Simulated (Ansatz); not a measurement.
# Calculated with Ansatz: SrHg$_{2}$Ge$_{2}$, settings compared

input.yaml:

```yaml
crystal:
  lattice:
    - [2.242622, 3.884331, 0.0]
    - [-2.242622, 3.884331, 0.0]
    - [0.0, 0.0, 7.450324]
  atoms:
    - { symbol: Sr, position: [0.0, 0.0, 0.0] }
    - { symbol: Hg, position: [0.3333, 0.3334, 0.6308] }
    - { symbol: Hg, position: [0.6667, 0.6666, 0.3692] }
    - { symbol: Ge, position: [0.3333, 0.3334, 0.2508] }
    - { symbol: Ge, position: [0.6667, 0.6666, 0.7492] }
  symmetry: { tolerance: 0.0003 }
kpoints:
  mp_grid: { grid: [5, 5, 3], shift: [0, 0, 0] }
magnetization:
  spin_polarized: false
scf:
  occupations: { method: fermi_dirac }
hamiltonian:
  pseudopotentials: { kind: paw }
  xc: pbesol
basis:
  ecutwfc: 420
output:
  forces: true
  stress: true
  eigenvalues: true
  write_density: true
  write_potential: true
  elf: true
  volumetric_format: npy
```

Launch command:

```bash
ansatz run input.yaml --threads 1 --pin off --max-ram 2560MiB --backend cpu --events-out ev --progress --plain --runs-dir out
```

Origin of the cell: a known structure type with other elements, at an estimated volume, so it need not be a known compound.

The smearing width isn't typed, so it takes its default of 0.1 eV.

Output of this run (shortened):

```
Warning: the atoms were moved onto the symmetric positions of the space group found under crystal.symmetry.tolerance 3.0e-4 (fractional; no operation is sought that the atoms, as they stand i […]
Pseudopotentials: kind: paw
Pseudopotential: Sr, paw, valence charge 10, recommended cutoff 420 eV (normal), Sr.paw.azcp
Pseudopotential: Hg, paw, valence charge 20, recommended cutoff 420 eV (normal), Hg.paw.azcp
Pseudopotential: Ge, paw, valence charge 14, recommended cutoff 420 eV (normal), Ge.paw.azcp
Functional definition: PBEsol
  exchange = pbesol_x
  correlation = pbesol_c
Crystal: 5 atoms, lattice volume = 129.801 Å³
Basis set: ecut = 420 eV, 2551 PW (Γ), exchange–correlation on 60×60×100 points (8 copies of the dense FFT grid, shifted against one another)
Bands: 47, of which v1, the nominal top of the filled ones, is band 39 counted from 1 (38 counted from 0)
Symmetry: 12 space group operations
Space group: P-3m1 (ITA 164), of the structure as read, at distance tolerance 1.5e-3 Å
k-points: 12 of 75
[… 9 lines left out …]
Initial density: superposition of atomic densities (neutral atoms: chi_scale 0, normalization atom), corrected by the library's trained network
Functional: x = pbesol(κ = 0.804, μ = 0.123457), c = pbesol(β = 0.046)
SCF iter   1: F=—  HF=-39336.077413 eV  Δρ=3.42e-3  dr2=4.02e-2  defer=3
SCF iter   2: F=—  HF=-39336.076283 eV  Δρ=2.50e-3  dr2=1.12e-2  defer=7
SCF iter   3: F=—  HF=-39336.073644 eV  Δρ=8.10e-4  dr2=1.21e-3  defer=7
SCF iter   4: F=—  HF=-39336.073262 eV  Δρ=2.06e-4  dr2=7.68e-5  defer=7
SCF iter   5: F=—  HF=-39336.073176 eV  Δρ=9.36e-5  dr2=1.28e-5  defer=7
SCF iter   6: F=—  HF=-39336.073170 eV  Δρ=2.08e-5  dr2=5.67e-7  defer=7
SCF iter   7: F=—  HF=-39336.073170 eV  Δρ=8.20e-6  dr2=1.25e-7
SCF iter   8: F=-39336.073170 eV  HF=-39336.073170 eV  Δρ=2.25e-6  dr2=8.45e-9
SCF 1 converged in 8 iterations: F = -39336.073170 eV  dr2 = 8.45e-9
SCF converged after 8 iterations
Free energy (F): -39336.073170 eV
Harris-Foulkes:  -39336.073170 eV  (|F-HF|=3.83e-9)
Internal energy: -39335.976579 eV  (E = F + TS)
E sigma→0 (E₀):  -39336.024875 eV
Entropy (-TS):   -0.096592 eV (-19.318 meV/atom)
Fermi energy:    10.257280 eV
--- Per-component energies (eV) ---
  E_band       = -1281.490070
  E_kinetic    = 1672.758943
  E_local      = -12333.961269  (includes V_loc(G=0)·N_el)
  E_nonlocal   = 1188.969423
  E_hartree    = 5275.022897
  E_xc         = -759.596070
  E_vxc        = -814.467989  (∫ρ·V_xc dr)
  E_paw        = -26197.837109  (= ΣΔE_a)
  E_vpaw       = -1544.834361  (= ΣTr[D̂ρ^β])
  E_aug_tail   = 0.002479  (compensation charges beyond the density's cutoff)
  E_ewald      = -8183.963394
  E_core_change = 2.627522  (= ΣΔE_core)
  E_smearing   = -0.096592  (= −TS)
  Σ components = -39336.073170   (vs F -39336.073170, Δ=0.00e0)
--- Forces (eV/Å), atoms counted from 1 ---
  atom   1  Sr    -0.000000     0.000000     0.000000
  atom   2  Hg     0.000000     0.000000     0.153166
  atom   3  Hg    -0.000000    -0.000000    -0.153166
  atom   4  Ge    -0.000000     0.000000     0.415961
  atom   5  Ge    -0.000000    -0.000000    -0.415961
  max |Σ_I F_I| component: 1.11e-16 eV/Å
--- Stress (GPa, compression-positive) ---
       -1.381103       0.000000      -0.000000
        0.000000      -1.381103       0.000000
       -0.000000      -0.000000      -2.202473
  P = ⅓ Tr σ = -1.6549 GPa (-16.549 kbar)
```

The same input was run again with these changes:

1. `basis.ecutwfc` 420 → "600 eV"; `hamiltonian.xc` pbesol → rpbe
2. `basis.ecutwfc` 420 → "550 eV"
3. `scf.occupations.method` fermi_dirac → tetrahedron; `hamiltonian.xc` pbesol → pbe; `basis.ecutrho_ratio` default → 6
4. `scf.initial_density.chi_scale` default → 0.3

```json
{"run": "base", "end": "converged", "SCF iterations": "8", "P (GPa)": "-1.65", "max force component (eV/Å)": "0.416", "moment (μB)": "–", "ΔE(σ→0) (meV/atom)": "0"}
{"run": "1", "end": "converged", "SCF iterations": "7", "P (GPa)": "3.37", "max force component (eV/Å)": "0.243", "moment (μB)": "–", "ΔE(σ→0) (meV/atom)": "–"}
{"run": "2", "end": "converged", "SCF iterations": "8", "P (GPa)": "-1.66", "max force component (eV/Å)": "0.416", "moment (μB)": "–", "ΔE(σ→0) (meV/atom)": "-1.09"}
{"run": "3", "end": "converged", "SCF iterations": "9", "P (GPa)": "1.40", "max force component (eV/Å)": "0.229", "moment (μB)": "–", "ΔE(σ→0) (meV/atom)": "–"}
{"run": "4", "end": "converged", "SCF iterations": "12", "P (GPa)": "-1.65", "max force component (eV/Å)": "0.416", "moment (μB)": "–", "ΔE(σ→0) (meV/atom)": "0.00"}
```

Energies are compared only where functional, datasets, charge and starting cell are the same.

Caveats of the base run: no spin-orbit coupling, though heavy elements are present; the k mesh is coarse if the cell is a metal.

Run 1: forces of this functional can be a tenth off on datasets made under PBE.
Run 3: forces and stress under tetrahedra may miss the slope of the energy.

The base run took 7.3 s on 1 thread of Arm Neoverse V1, on a shared host, peak memory 0.4 GiB, from the program's own first density.
